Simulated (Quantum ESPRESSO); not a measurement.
## Hf4RhMo2W (one run as intended and one with a planted mistake)

A calculation, not a measurement. The program is pw.x of Quantum ESPRESSO 7.5 (plane-wave density functional theory). The cell is made up: eight metal atoms on a face-centred cubic lattice, with elements, volume, strain and displacements drawn at random and not relaxed, so it may be unstable or far from any real phase. PseudoDojo standard norm-conserving files set the functional (PBE unless stated); there is no spin polarisation or spin-orbit coupling, the Fermi-Dirac width of 0.25 eV means electrons at about 2900 K, and the masses in the input are unused placeholders. Heavy elements are run without spin-orbit coupling, which real alloys of them have. A spin test at this wide smearing found no moment, but such smearing suppresses magnetism that the real alloy may have.

Intended input:

```
&control calculation='scf', pseudo_dir='./dojo.nc.sr.pbe.v0_5.standard.upf', outdir='./o', disk_io='minimal', tprnfor=.true., tstress=.true. /
&system ibrav=0, nat=8, ntyp=4, nbnd=72, ecutwfc=87.97787729, nosym=.true., tot_charge=0,
 occupations='smearing', smearing='fd', degauss=0.0183746611
/
&electrons conv_thr=1.470e-08, electron_maxstep=70, mixing_beta=0.5 /
ATOMIC_SPECIES
Hf 1.0 Hf.upf
Mo 1.0 Mo.upf
Rh 1.0 Rh.upf
W 1.0 W.upf
CELL_PARAMETERS angstrom
-4.3191 -0.0303 -0.0084
-2.194 -4.3862 -2.1569
-2.1772 -4.4382 6.5579
ATOMIC_POSITIONS angstrom
Hf -0.0834 0.1581 -0.1529
Rh -2.2042 -4.4811 2.271
Mo -2.1218 -2.1238 0.0188
Hf -4.4756 -6.6999 2.3614
Hf -4.3725 -4.3284 4.3706
W -4.3526 -4.4098 0.0695
Hf -4.4403 -2.3535 2.2579
Mo -6.416 -6.679 4.2603
K_POINTS automatic
6 5 3 1 1 1
```

The log is shortened where brackets say so; the opening notice, blank lines, dates and the lines on written files are dropped, and the path of the files is cut. It prints rydbergs, bohrs and kilobars, and counts compression as positive stress. Its total energy is the free energy E - TS of the whole cell.

Log of the intended run:

```
     Program PWSCF v.7.5
     Parallel version (MPI & OpenMP), running on       4 processor cores
     Number of MPI processes:                 4
     Threads/MPI process:                     1
     [start-up lines left out]
     bravais-lattice index     =            0
     lattice parameter (alat)  =       8.1621  a.u.
     unit-cell volume          =    1113.4858 (a.u.)^3
     number of atoms/cell      =            8
     number of atomic types    =            4
     number of electrons       =       107.00
     number of Kohn-Sham states=           72
     kinetic-energy cutoff     =      87.9779  Ry
     charge density cutoff     =     351.9115  Ry
     scf convergence threshold =      1.5E-08
     mixing beta               =       0.5000
     number of iterations used =            8  plain     mixing
     Exchange-correlation= PBE
                           (   1   4   3   4   0   0   0)
     [axes and pseudopotential details left out]
   Cartesian axes
     site n.     atom                  positions (alat units)
         1        Hf     tau(   1) = (  -0.0193091   0.0366039  -0.0354000  )
         2        Rh     tau(   2) = (  -0.5103243  -1.0374803   0.5257901  )
         3        Mo     tau(   3) = (  -0.4912467  -0.4917098   0.0043526  )
         4        Hf     tau(   4) = (  -1.0362069  -1.5511848   0.5467198  )
         5        Hf     tau(   5) = (  -1.0123369  -1.0021267   1.0118970  )
         6        W      tau(   6) = (  -1.0077295  -1.0209727   0.0160909  )
         7        Hf     tau(   7) = (  -1.0280342  -0.5448907   0.5227571  )
         8        Mo     tau(   8) = (  -1.4854553  -1.5463460   0.9863599  )
     number of k points=    45  Fermi-Dirac smearing, width (Ry)=  0.0184
                       cart. coord. in units 2pi/alat
        k(    1) = (  -0.0828863  -0.0731246   0.0327647), wk =   0.0444444
        k(    2) = (  -0.0833838   0.0891269  -0.2966784), wk =   0.0444444
     [further k points left out]
     Dense  grid:   124139 G-vectors     FFT dimensions: (  50,  64,  96)
     Estimated max dynamical RAM per process >     440.19 MB
     Estimated total dynamical RAM >       1.63 GB
     Initial potential from superposition of free atoms
     starting charge     106.9886, renormalised to     107.0000
     Starting wfcs are   80 randomized atomic wfcs
     total cpu time spent up to now is        6.0 secs
     per-process dynamical memory:   344.8 Mb
     Self-consistent Calculation
     iteration #  1     ecut=    87.98 Ry     beta= 0.50
     Davidson diagonalization with overlap
     ethr =  1.00E-02,  avg # of iterations =  2.5
     total cpu time spent up to now is       19.3 secs
     total energy              =   -1117.04939054 Ry
     estimated scf accuracy    <       2.61253947 Ry
     iteration #  2     ecut=    87.98 Ry     beta= 0.50
     Davidson diagonalization with overlap
     ethr =  2.44E-03,  avg # of iterations =  4.2
     total cpu time spent up to now is       35.1 secs
     total energy              =   -1116.01419436 Ry
     estimated scf accuracy    <      36.33943781 Ry
     [iterations 3 to 18 left out]
     iteration # 19     ecut=    87.98 Ry     beta= 0.50
     Davidson diagonalization with overlap
     ethr =  2.07E-11,  avg # of iterations =  2.6
     total cpu time spent up to now is      249.0 secs
     total energy              =   -1118.53176922 Ry
     estimated scf accuracy    <       0.00000003 Ry
     iteration # 20     ecut=    87.98 Ry     beta= 0.50
     Davidson diagonalization with overlap
     ethr =  2.07E-11,  avg # of iterations =  2.0
     total cpu time spent up to now is      260.1 secs
     End of self-consistent calculation
     [lines on levels left out]
!    total energy              =   -1118.53176922 Ry
     estimated scf accuracy    <          4.6E-09 Ry
     smearing contrib. (-TS)   =      -0.16487536 Ry
     internal energy E=F+TS    =   -1118.36689385 Ry
     The total energy is F=E-TS. E is the sum of the following terms:
     one-electron contribution =    -274.15080435 Ry
     hartree contribution      =     180.11829383 Ry
     xc contribution           =    -225.59889093 Ry
     ewald contribution        =    -798.73549242 Ry
     convergence has been achieved in  20 iterations
     Forces acting on atoms (cartesian axes, Ry/au):
     atom    1 type  1   force =     0.02734806   -0.08073286    0.13322125
     atom    2 type  3   force =    -0.00421850    0.01476306   -0.01833668
     atom    3 type  2   force =    -0.00468602   -0.02084765    0.01723743
     atom    4 type  1   force =     0.02928127    0.10649012   -0.08327042
     atom    5 type  1   force =    -0.00899691   -0.09223325   -0.01508938
     atom    6 type  4   force =    -0.00666535    0.01616295   -0.01834214
     atom    7 type  1   force =     0.00629893    0.04034649   -0.05900242
     atom    8 type  2   force =    -0.03836147    0.01605113    0.04358236
     Total force =     0.252400     Total SCF correction =     0.000231
     Computing stress (Cartesian axis) and pressure
          total   stress  (Ry/bohr**3)                   (kbar)     P=      -99.46
  -0.00079225   0.00000172   0.00001112         -116.54        0.25        1.64
   0.00000172  -0.00068419  -0.00029344            0.25     -100.65      -43.17
   0.00001112  -0.00029344  -0.00055195            1.64      -43.17      -81.19
     init_run     :      5.79s CPU      5.96s WALL (       1 calls)
     electrons    :    249.46s CPU    254.08s WALL (       1 calls)
     forces       :      2.29s CPU      2.32s WALL (       1 calls)
     stress       :      7.94s CPU      8.12s WALL (       1 calls)
     [timing details left out]
     PWSCF        :   4m25.56s CPU   4m30.62s WALL
     JOB DONE.
```

A second run has one planted mistake: one coordinate of one atom is wrong. The input lines that differ:

```
- Hf -0.0834 0.1581 -0.1529
+ Hf -0.2434 0.1581 -0.1529
```

Its log:

```
     Program PWSCF v.7.5
     Parallel version (MPI & OpenMP), running on       4 processor cores
     Number of MPI processes:                 4
     Threads/MPI process:                     1
     [start-up lines left out]
     bravais-lattice index     =            0
     lattice parameter (alat)  =       8.1621  a.u.
     unit-cell volume          =    1113.4858 (a.u.)^3
     number of atoms/cell      =            8
     number of atomic types    =            4
     number of electrons       =       107.00
     number of Kohn-Sham states=           72
     kinetic-energy cutoff     =      87.9779  Ry
     charge density cutoff     =     351.9115  Ry
     scf convergence threshold =      1.5E-08
     mixing beta               =       0.5000
     number of iterations used =            8  plain     mixing
     Exchange-correlation= PBE
                           (   1   4   3   4   0   0   0)
     [axes and pseudopotential details left out]
   Cartesian axes
     site n.     atom                  positions (alat units)
         1        Hf     tau(   1) = (  -0.0563528   0.0366039  -0.0354000  )
         2        Rh     tau(   2) = (  -0.5103243  -1.0374803   0.5257901  )
         3        Mo     tau(   3) = (  -0.4912467  -0.4917098   0.0043526  )
         4        Hf     tau(   4) = (  -1.0362069  -1.5511848   0.5467198  )
         5        Hf     tau(   5) = (  -1.0123369  -1.0021267   1.0118970  )
         6        W      tau(   6) = (  -1.0077295  -1.0209727   0.0160909  )
         7        Hf     tau(   7) = (  -1.0280342  -0.5448907   0.5227571  )
         8        Mo     tau(   8) = (  -1.4854553  -1.5463460   0.9863599  )
     number of k points=    45  Fermi-Dirac smearing, width (Ry)=  0.0184
                       cart. coord. in units 2pi/alat
        k(    1) = (  -0.0828863  -0.0731246   0.0327647), wk =   0.0444444
        k(    2) = (  -0.0833838   0.0891269  -0.2966784), wk =   0.0444444
     [further k points left out]
     Dense  grid:   124139 G-vectors     FFT dimensions: (  50,  64,  96)
     Estimated max dynamical RAM per process >     440.19 MB
     Estimated total dynamical RAM >       1.63 GB
     Initial potential from superposition of free atoms
     starting charge     106.9886, renormalised to     107.0000
     Starting wfcs are   80 randomized atomic wfcs
     total cpu time spent up to now is        6.4 secs
     per-process dynamical memory:   344.8 Mb
     Self-consistent Calculation
     iteration #  1     ecut=    87.98 Ry     beta= 0.50
     Davidson diagonalization with overlap
     ethr =  1.00E-02,  avg # of iterations =  2.5
     total cpu time spent up to now is       20.1 secs
     total energy              =   -1117.01079649 Ry
     estimated scf accuracy    <       2.65241909 Ry
     iteration #  2     ecut=    87.98 Ry     beta= 0.50
     Davidson diagonalization with overlap
     ethr =  2.48E-03,  avg # of iterations =  4.0
     total cpu time spent up to now is       36.6 secs
     total energy              =   -1115.85193842 Ry
     estimated scf accuracy    <      38.55009560 Ry
     [iterations 3 to 18 left out]
     iteration # 19     ecut=    87.98 Ry     beta= 0.50
     Davidson diagonalization with overlap
     ethr =  2.74E-11,  avg # of iterations =  2.2
     total cpu time spent up to now is      257.3 secs
     total energy              =   -1118.51791262 Ry
     estimated scf accuracy    <       0.00000002 Ry
     iteration # 20     ecut=    87.98 Ry     beta= 0.50
     Davidson diagonalization with overlap
     ethr =  1.92E-11,  avg # of iterations =  2.3
     total cpu time spent up to now is      269.7 secs
     End of self-consistent calculation
     [lines on levels left out]
!    total energy              =   -1118.51791261 Ry
     estimated scf accuracy    <       0.00000001 Ry
     smearing contrib. (-TS)   =      -0.16473377 Ry
     internal energy E=F+TS    =   -1118.35317885 Ry
     The total energy is F=E-TS. E is the sum of the following terms:
     one-electron contribution =    -275.90474404 Ry
     hartree contribution      =     181.02094940 Ry
     xc contribution           =    -225.63546248 Ry
     ewald contribution        =    -797.83392172 Ry
     convergence has been achieved in  20 iterations
     Forces acting on atoms (cartesian axes, Ry/au):
     atom    1 type  1   force =     0.06485461   -0.08293125    0.13499875
     atom    2 type  3   force =    -0.00366505    0.01483017   -0.01847168
     atom    3 type  2   force =    -0.00875228   -0.02483562    0.01739641
     atom    4 type  1   force =     0.03512523    0.10613893   -0.08259712
     atom    5 type  1   force =    -0.02973327   -0.09173755   -0.02068260
     atom    6 type  4   force =    -0.01100714    0.01627268   -0.01669965
     atom    7 type  1   force =     0.00698776    0.03970399   -0.05845487
     atom    8 type  2   force =    -0.05380986    0.02255865    0.04451076
     Total force =     0.266497     Total SCF correction =     0.000421
     Computing stress (Cartesian axis) and pressure
          total   stress  (Ry/bohr**3)                   (kbar)     P=      -92.68
  -0.00075077   0.00000338   0.00005159         -110.44        0.50        7.59
   0.00000338  -0.00062435  -0.00028537            0.50      -91.85      -41.98
   0.00005159  -0.00028537  -0.00051498            7.59      -41.98      -75.76
     init_run     :      6.08s CPU      6.29s WALL (       1 calls)
     electrons    :    258.40s CPU    263.34s WALL (       1 calls)
     forces       :      2.41s CPU      2.44s WALL (       1 calls)
     stress       :      8.38s CPU      8.57s WALL (       1 calls)
     [timing details left out]
     PWSCF        :   4m35.36s CPU   4m40.79s WALL
     JOB DONE.
```

```
                                            intended run  run with the mistake
                          free energy (eV)    -15218.400            -15218.211
         entropy term -TS, part of it (eV)        -2.243                -2.241
                            pressure (GPa)         -9.95                 -9.27
size of the largest force component (eV/Å)         3.425                 3.471
largest change of a force component (eV/Å)                               0.964
                                iterations            20                    20
```

For scale, a rerun of the intended cell at a higher cutoff and on a denser mesh moved values by no more than 0.004 eV in energy, 0.02 GPa in stress and 0.004 eV/Å in force, and a second program with other atomic files agreed on that cell to 2 % rms in force and 0.5 GPa in pressure.